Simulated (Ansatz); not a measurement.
ZnS:
Space group F-43m (No. 216); a = 5.297 Å, b = 5.297 Å, c = 5.297 Å, α = 90.00°, β = 90.00°, γ = 90.00°

```json
[
 {"atom": "Zn", "site": "4a", "symmetry": "-43m", "x": "0.0000", "y": "0.0000", "z": "0.0000"},
 {"atom": "S", "site": "4c", "symmetry": "-43m", "x": "0.2500", "y": "0.2500", "z": "0.2500"}
]
```
(The calculation used a cell of 2 atoms; values per cell refer to that cell.)

Relaxed with LDA.

### Question
Which orbitals make up the states near the band edges in the program Ansatz at the LDA level (PAW)?

### Answer
Top 1 eV of the valence band: S 3p 89 %, Zn 3d 7 %. Bottom 1 eV of the conduction band: Zn 4s 52 %, S 3s 29 %, S 3p 14 %, outside the projected shells 5 %. Projections are on Löwdin-orthogonalised atomic valence shells; empty p or d shells of many metals are not among them.

### Question
Tabulate the density of states.

### Answer
States/eV per cell of 2 atoms, in 0.25 eV bins, energy from the valence-band maximum.

```
E (eV)  total  Zn 3d  S 3p  Zn 4s
------  -----  -----  ----  -----
-7.85    0.00   0.00  0.00   0.00
-7.60    0.00   0.00  0.00   0.00
-7.35    0.00   0.00  0.00   0.00
-7.10    0.00   0.00  0.00   0.00
-6.85    2.44   1.98  0.36   0.09
-6.60   14.57  13.05  1.36   0.14
-6.35    7.10   6.53  0.45   0.10
-6.10   13.32  13.00  0.15   0.09
-5.85    2.57   2.25  0.10   0.08
-5.60    0.16   0.03  0.10   0.02
-5.35    0.46   0.08  0.28   0.07
-5.10    1.26   0.20  0.74   0.26
-4.85    1.90   0.36  1.02   0.42
-4.60    0.90   0.20  0.47   0.15
-4.35    0.66   0.15  0.35   0.10
-4.10    0.52   0.11  0.28   0.07
-3.85    0.41   0.08  0.22   0.05
-3.60    0.34   0.06  0.19   0.04
-3.35    0.99   0.11  0.76   0.04
-3.10    1.30   0.13  1.05   0.04
-2.85    1.22   0.11  0.99   0.04
-2.60    1.40   0.11  1.17   0.04
-2.35    1.72   0.13  1.47   0.03
-2.10    1.70   0.12  1.46   0.03
-1.85    1.65   0.12  1.42   0.02
-1.60    1.64   0.12  1.43   0.02
-1.35    1.63   0.12  1.43   0.01
-1.10    1.64   0.12  1.45   0.01
-0.85    1.10   0.08  0.97   0.01
-0.60    0.74   0.06  0.65   0.00
-0.35    0.48   0.04  0.43   0.00
-0.10    0.17   0.01  0.15   0.00
0.15     0.00   0.00  0.00   0.00
0.40     0.00   0.00  0.00   0.00
0.65     0.00   0.00  0.00   0.00
0.90     0.00   0.00  0.00   0.00
1.15     0.00   0.00  0.00   0.00
1.40     0.00   0.00  0.00   0.00
1.65     0.00   0.00  0.00   0.00
1.90     0.00   0.00  0.00   0.00
2.15     0.00   0.00  0.00   0.00
2.40     0.01   0.00  0.00   0.01
2.65     0.02   0.00  0.00   0.01
2.90     0.04   0.00  0.01   0.02
3.15     0.12   0.00  0.01   0.04
3.40     0.46   0.00  0.05   0.14
3.65     0.79   0.00  0.09   0.25
3.90     1.03   0.00  0.13   0.30
4.15     1.58   0.01  0.22   0.48
4.40     1.83   0.01  0.27   0.56
4.65     1.47   0.00  0.24   0.47
4.90     1.22   0.00  0.20   0.35
5.15     0.99   0.00  0.15   0.23
5.40     0.66   0.00  0.09   0.14
5.65     0.90   0.00  0.12   0.19
5.90     1.78   0.00  0.19   0.29
6.15     1.83   0.00  0.18   0.27
6.40     1.09   0.00  0.08   0.12
6.65     0.66   0.00  0.02   0.02
6.90     1.37   0.00  0.04   0.02
```

The cell was relaxed with LDA under the symmetry of its start; phonons on a q-mesh show no instability.

Potentials: the earlier of the program's two PAW sets.
